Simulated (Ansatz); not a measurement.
TaCuN$_{2}$:
```cif
data_Cu3N6Ta3
_chemical_formula_sum 'Ta3 Cu3 N6'
_space_group_name_H-M_alt 'R-3m :H'
_space_group_IT_number 166
_space_group_name_Hall '-R 3 2"'
_cell_length_a 3.12171
_cell_length_b 3.12171
_cell_length_c 17.34167
_cell_angle_alpha 90.000
_cell_angle_beta 90.000
_cell_angle_gamma 120.000
loop_
_atom_site_label
_atom_site_type_symbol
_atom_site_symmetry_multiplicity
_atom_site_Wyckoff_symbol
_atom_site_fract_x
_atom_site_fract_y
_atom_site_fract_z
_atom_site_occupancy
Ta1 Ta 3 b 0.00000 0.00000 0.50000 1
Cu1 Cu 3 a 0.00000 0.00000 0.00000 1
N1 N 6 c 0.00000 0.00000 0.10557 1
```
(The calculation used a cell of 4 atoms; values per cell refer to that cell.)

This is the PBEsol-relaxed structure.

Q: All from PBEsol (plane waves, PAW; program Ansatz), unless another level is named. Give the electronic dielectric constant ε∞ (DFPT).

A: 17.5 (xx = yy), 14.3 (zz).

Q: What about the static dielectric constant ε0 (ions relaxed, cell fixed)?

A: 144 (xx = yy), 20.0 (zz).

Q: What about the Born charges (a third of the trace)?

A: Ta +7.79, Cu +0.37, N -4.08 e.

The first step of the workflow began from a Materials Project structure, measured or hypothetical; the Crystallography Open Database files this formula in space group No. 166, but the cells were not matched. Its standing as an ambient phase is unchecked. The cell was relaxed with PBEsol under the symmetry of its start; its stability against distortions is not shown here. The run is not spin-polarised. Spin–orbit coupling is left out wherever it is not named.

Potentials: the later of the program's two PAW sets.
